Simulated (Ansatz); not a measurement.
GaAs:
```
CELL_PARAMETERS angstrom
      3.98828     0.00000     0.00000
     -1.99414     3.45396     0.00000
      0.00000     0.00000     6.57284
ATOMIC_POSITIONS crystal
  Ga 0.33333 0.66667 0.00002
  Ga 0.66667 0.33333 0.50002
  As 0.33333 0.66667 0.37398
  As 0.66667 0.33333 0.87398
```

DFT-PBEsol in the program Ansatz with PAW potentials gives a gap of 0.43 eV without spin–orbit coupling, maximum at Γ, minimum at Γ.

### Question
What happens when spin–orbit coupling is switched on?

### Answer
The gap decreases by 0.11 eV, to 0.32 eV; maximum at Γ, minimum at Γ.

### Question
Give the hole effective mass with spin–orbit coupling.

### Answer
0.041, 0.041, 0.80 mₑ (principal values).

Space group P6_3mc (wurtzite). The first step of the workflow began from a Materials Project structure, measured or hypothetical; the Crystallography Open Database copy checked does not list it. It is not the phase usual at ambient conditions (space group No. 216). Symmetry was held in the PBEsol relaxation; its stability against distortions is not shown here.

Potentials: the later of the program's two PAW sets.
